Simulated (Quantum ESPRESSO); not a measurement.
InScHf4Ti2, finding a planted mistake in a log

Simulated, not a measurement. The program is pw.x of Quantum ESPRESSO 7.5 (plane-wave density functional theory). The cell is made up: eight metal atoms on a hexagonal close-packed lattice, with elements, volume, strain and displacements drawn at random and not relaxed, so it may be unstable or far from any real phase. PseudoDojo standard norm-conserving files set the functional (PBE unless stated); there is no spin polarisation or spin-orbit coupling, the Fermi-Dirac width of 0.25 eV means electrons at about 2900 K, and the masses in the input are unused placeholders. Heavy elements are run without spin-orbit coupling, which real alloys of them have. A spin test at this wide smearing found no moment, but such smearing suppresses magnetism that the real alloy may have.

Intended input:

```
&control calculation='scf', pseudo_dir='./dojo.nc.sr.pbe.v0_5.standard.upf', outdir='./o', disk_io='minimal', tprnfor=.true., tstress=.true. /
&system ibrav=0, nat=8, ntyp=4, nbnd=65, ecutwfc=84.00895049, nosym=.true., tot_charge=0,
 occupations='smearing', smearing='fd', degauss=0.0183746611
/
&electrons conv_thr=1.470e-08, electron_maxstep=70, mixing_beta=0.5 /
ATOMIC_SPECIES
Hf 1.0 Hf.upf
In 1.0 In.upf
Sc 1.0 Sc.upf
Ti 1.0 Ti.upf
CELL_PARAMETERS angstrom
3.1741 0.0 0.0
1.5871 -2.7489 -5.1553
1.5871 8.2466 -5.1553
ATOMIC_POSITIONS angstrom
In -0.0237 -0.01 -0.0229
Sc 1.561 2.8124 -5.1311
Hf 1.5999 -0.9338 -2.544
Hf 3.2174 1.8655 -7.6909
Hf 3.1902 5.4771 -5.1597
Ti 3.1617 0.0154 -5.1441
Hf 3.1204 1.8509 -2.613
Ti 4.7594 4.607 -7.8132
K_POINTS automatic
8 4 3 1 1 1
```

The log is shortened where brackets say so; the opening notice, blank lines, dates and the lines on written files are dropped, and the path of the files is cut. It prints rydbergs, bohrs and kilobars, and counts compression as positive stress. Its total energy is the free energy E - TS of the whole cell.

Log of the intended run:

```
     Program PWSCF v.7.5
     Parallel version (MPI & OpenMP), running on       4 processor cores
     Number of MPI processes:                 4
     Threads/MPI process:                     1
     [start-up lines left out]
     bravais-lattice index     =            0
     lattice parameter (alat)  =       5.9982  a.u.
     unit-cell volume          =    1214.1885 (a.u.)^3
     number of atoms/cell      =            8
     number of atomic types    =            4
     number of electrons       =        96.00
     number of Kohn-Sham states=           65
     kinetic-energy cutoff     =      84.0090  Ry
     charge density cutoff     =     336.0358  Ry
     scf convergence threshold =      1.5E-08
     mixing beta               =       0.5000
     number of iterations used =            8  plain     mixing
     Exchange-correlation= PBE
                           (   1   4   3   4   0   0   0)
     [axes and pseudopotential details left out]
   Cartesian axes
     site n.     atom                  positions (alat units)
         1        In     tau(   1) = (  -0.0074667  -0.0031505  -0.0072146  )
         2        Sc     tau(   2) = (   0.4917929   0.8860464  -1.6165527  )
         3        Hf     tau(   3) = (   0.5040484  -0.2941936  -0.8014870  )
         4        Hf     tau(   4) = (   1.0136417   0.5877257  -2.4230175  )
         5        Hf     tau(   5) = (   1.0050723   1.7255600  -1.6255632  )
         6        Ti     tau(   6) = (   0.9960934   0.0048518  -1.6206484  )
         7        Hf     tau(   7) = (   0.9830818   0.5831259  -0.8232255  )
         8        Ti     tau(   8) = (   1.4994487   1.4514351  -2.4615482  )
     number of k points=    48  Fermi-Dirac smearing, width (Ry)=  0.0184
                       cart. coord. in units 2pi/alat
        k(    1) = (   0.0625000   0.0120280  -0.0641345), wk =   0.0416667
        k(    2) = (   0.0625000  -0.1804204   0.0384825), wk =   0.0416667
     [further k points left out]
     Dense  grid:   126391 G-vectors     FFT dimensions: (  36,  72, 120)
     Estimated max dynamical RAM per process >     414.96 MB
     Estimated total dynamical RAM >       1.53 GB
     Initial potential from superposition of free atoms
     starting charge      95.9829, renormalised to      96.0000
     Starting wfcs are   79 randomized atomic wfcs
     total cpu time spent up to now is        5.9 secs
     per-process dynamical memory:   324.3 Mb
     Self-consistent Calculation
     iteration #  1     ecut=    84.01 Ry     beta= 0.50
     Davidson diagonalization with overlap
     ethr =  1.00E-02,  avg # of iterations =  2.5
     Threshold (ethr) on eigenvalues was too large:
     Diagonalizing with lowered threshold
     Davidson diagonalization with overlap
     ethr =  4.24E-04,  avg # of iterations =  5.1
     total cpu time spent up to now is       28.4 secs
     total energy              =    -918.26315651 Ry
     estimated scf accuracy    <       0.47410135 Ry
     iteration #  2     ecut=    84.01 Ry     beta= 0.50
     Davidson diagonalization with overlap
     ethr =  4.94E-04,  avg # of iterations = 10.0
     total cpu time spent up to now is       45.5 secs
     total energy              =    -917.60958917 Ry
     estimated scf accuracy    <      14.78859544 Ry
     [iterations 3 to 17 left out]
     iteration # 18     ecut=    84.01 Ry     beta= 0.50
     Davidson diagonalization with overlap
     ethr =  5.86E-10,  avg # of iterations =  5.4
     total cpu time spent up to now is      226.6 secs
     total energy              =    -918.48060346 Ry
     estimated scf accuracy    <       0.00000026 Ry
     iteration # 19     ecut=    84.01 Ry     beta= 0.50
     Davidson diagonalization with overlap
     ethr =  2.72E-10,  avg # of iterations =  1.9
     total cpu time spent up to now is      235.8 secs
     End of self-consistent calculation
     [lines on levels left out]
!    total energy              =    -918.48060348 Ry
     estimated scf accuracy    <          3.4E-09 Ry
     smearing contrib. (-TS)   =      -0.15787561 Ry
     internal energy E=F+TS    =    -918.32272787 Ry
     The total energy is F=E-TS. E is the sum of the following terms:
     one-electron contribution =    -248.46559436 Ry
     hartree contribution      =     158.60526810 Ry
     xc contribution           =    -204.90363705 Ry
     ewald contribution        =    -623.55876456 Ry
     convergence has been achieved in  19 iterations
     Forces acting on atoms (cartesian axes, Ry/au):
     atom    1 type  2   force =     0.00271059    0.02080101    0.01301213
     atom    2 type  3   force =     0.00297346   -0.01436447   -0.00556950
     atom    3 type  1   force =    -0.00515635    0.00499449   -0.01703286
     atom    4 type  1   force =    -0.00866244   -0.00025053   -0.00885293
     atom    5 type  1   force =    -0.00173815    0.00449322   -0.00866666
     atom    6 type  4   force =    -0.00065376   -0.00935166    0.00493856
     atom    7 type  1   force =     0.00946682   -0.00480024    0.00890923
     atom    8 type  4   force =     0.00105983   -0.00152182    0.01326203
     Total force =     0.043962     Total SCF correction =     0.000093
     Computing stress (Cartesian axis) and pressure
          total   stress  (Ry/bohr**3)                   (kbar)     P=      -37.30
  -0.00020341  -0.00000122   0.00000347          -29.92       -0.18        0.51
  -0.00000122  -0.00024175  -0.00000563           -0.18      -35.56       -0.83
   0.00000347  -0.00000563  -0.00031550            0.51       -0.83      -46.41
     init_run     :      5.57s CPU      5.75s WALL (       1 calls)
     electrons    :    225.79s CPU    229.96s WALL (       1 calls)
     forces       :      2.09s CPU      2.10s WALL (       1 calls)
     stress       :      7.28s CPU      7.42s WALL (       1 calls)
     [timing details left out]
     PWSCF        :   4m 0.88s CPU   4m 5.44s WALL
     JOB DONE.
```

A second run was made from an input with one planted mistake. Its log:

```
     Program PWSCF v.7.5
     Parallel version (MPI & OpenMP), running on       4 processor cores
     Number of MPI processes:                 4
     Threads/MPI process:                     1
     [start-up lines left out]
     bravais-lattice index     =            0
     lattice parameter (alat)  =       5.9982  a.u.
     unit-cell volume          =    1214.1885 (a.u.)^3
     number of atoms/cell      =            8
     number of atomic types    =            4
     number of electrons       =        96.00
     number of Kohn-Sham states=           65
     kinetic-energy cutoff     =      84.0090  Ry
     charge density cutoff     =     336.0358  Ry
     scf convergence threshold =      1.5E-08
     mixing beta               =       0.5000
     number of iterations used =            8  plain     mixing
     Exchange-correlation= PBE
                           (   1   4   3   4   0   0   0)
     [axes and pseudopotential details left out]
   Cartesian axes
     site n.     atom                  positions (alat units)
         1        In     tau(   1) = (  -0.0074667  -0.0031505  -0.0072146  )
         2        Sc     tau(   2) = (   0.4917929   0.8860464  -1.6764122  )
         3        Hf     tau(   3) = (   0.5040484  -0.2941936  -0.8014870  )
         4        Hf     tau(   4) = (   1.0136417   0.5877257  -2.4230175  )
         5        Hf     tau(   5) = (   1.0050723   1.7255600  -1.6255632  )
         6        Ti     tau(   6) = (   0.9960934   0.0048518  -1.6206484  )
         7        Hf     tau(   7) = (   0.9830818   0.5831259  -0.8232255  )
         8        Ti     tau(   8) = (   1.4994487   1.4514351  -2.4615482  )
     number of k points=    48  Fermi-Dirac smearing, width (Ry)=  0.0184
                       cart. coord. in units 2pi/alat
        k(    1) = (   0.0625000   0.0120280  -0.0641345), wk =   0.0416667
        k(    2) = (   0.0625000  -0.1804204   0.0384825), wk =   0.0416667
     [further k points left out]
     Dense  grid:   126391 G-vectors     FFT dimensions: (  36,  72, 120)
     Estimated max dynamical RAM per process >     414.96 MB
     Estimated total dynamical RAM >       1.53 GB
     Initial potential from superposition of free atoms
     starting charge      95.9829, renormalised to      96.0000
     Starting wfcs are   79 randomized atomic wfcs
     total cpu time spent up to now is        6.9 secs
     per-process dynamical memory:   324.2 Mb
     Self-consistent Calculation
     iteration #  1     ecut=    84.01 Ry     beta= 0.50
     Davidson diagonalization with overlap
     ethr =  1.00E-02,  avg # of iterations =  2.5
     Threshold (ethr) on eigenvalues was too large:
     Diagonalizing with lowered threshold
     Davidson diagonalization with overlap
     ethr =  5.14E-04,  avg # of iterations =  4.8
     total cpu time spent up to now is       33.2 secs
     total energy              =    -918.20478270 Ry
     estimated scf accuracy    <       0.55056746 Ry
     iteration #  2     ecut=    84.01 Ry     beta= 0.50
     Davidson diagonalization with overlap
     ethr =  5.74E-04,  avg # of iterations =  9.9
     total cpu time spent up to now is       53.8 secs
     total energy              =    -917.23870024 Ry
     estimated scf accuracy    <      24.35453072 Ry
     [iterations 3 to 17 left out]
     iteration # 18     ecut=    84.01 Ry     beta= 0.50
     Davidson diagonalization with overlap
     ethr =  3.15E-10,  avg # of iterations =  1.1
     total cpu time spent up to now is      270.8 secs
     total energy              =    -918.47532408 Ry
     estimated scf accuracy    <       0.00000003 Ry
     iteration # 19     ecut=    84.01 Ry     beta= 0.50
     Davidson diagonalization with overlap
     ethr =  3.01E-11,  avg # of iterations =  5.1
     total cpu time spent up to now is      284.6 secs
     End of self-consistent calculation
     [lines on levels left out]
!    total energy              =    -918.47532408 Ry
     estimated scf accuracy    <       0.00000001 Ry
     smearing contrib. (-TS)   =      -0.15793747 Ry
     internal energy E=F+TS    =    -918.31738661 Ry
     The total energy is F=E-TS. E is the sum of the following terms:
     one-electron contribution =    -249.37074060 Ry
     hartree contribution      =     159.05822872 Ry
     xc contribution           =    -204.90758605 Ry
     ewald contribution        =    -623.09728868 Ry
     convergence has been achieved in  19 iterations
     Forces acting on atoms (cartesian axes, Ry/au):
     atom    1 type  2   force =     0.00269893    0.02090306    0.01273749
     atom    2 type  3   force =     0.00510086   -0.01118891    0.03525317
     atom    3 type  1   force =    -0.00509735    0.00702812   -0.01559112
     atom    4 type  1   force =    -0.01025442   -0.01110150   -0.02784256
     atom    5 type  1   force =    -0.00188709    0.00466215   -0.01398891
     atom    6 type  4   force =    -0.00082194   -0.00957864   -0.00127576
     atom    7 type  1   force =     0.00918596   -0.00115825   -0.00041377
     atom    8 type  4   force =     0.00107505    0.00043398    0.01112146
     Total force =     0.062036     Total SCF correction =     0.000247
     Computing stress (Cartesian axis) and pressure
          total   stress  (Ry/bohr**3)                   (kbar)     P=      -36.86
  -0.00020049   0.00000052   0.00000442          -29.49        0.08        0.65
   0.00000052  -0.00024473   0.00001859            0.08      -36.00        2.74
   0.00000442   0.00001859  -0.00030649            0.65        2.74      -45.09
     init_run     :      6.48s CPU      6.70s WALL (       1 calls)
     electrons    :    276.98s CPU    277.75s WALL (       1 calls)
     forces       :      2.34s CPU      2.37s WALL (       1 calls)
     stress       :      8.06s CPU      8.22s WALL (       1 calls)
     [timing details left out]
     PWSCF        :   4m54.03s CPU   4m55.29s WALL
     JOB DONE.
```

Question: the log repeats what the program read. Compare it with the intended run: what was wrong in the second input?

Answer: one coordinate of one atom is wrong. The input lines that differ:

```
- Sc 1.561 2.8124 -5.1311
+ Sc 1.561 2.8124 -5.3211
```

```
                                            intended run  run with the mistake
                          free energy (eV)    -12496.565            -12496.493
         entropy term -TS, part of it (eV)        -2.148                -2.149
                            pressure (GPa)         -3.73                 -3.69
size of the largest force component (eV/Å)         0.535                 0.906
largest change of a force component (eV/Å)                               1.050
                                iterations            19                    19
```

For scale, a rerun of the intended cell at a higher cutoff and on a denser mesh moved values by no more than 0.002 eV in energy, 0.02 GPa in stress and 0.003 eV/Å in force, and a second program with other atomic files agreed on that cell to 2 % rms in force and 0.5 GPa in pressure.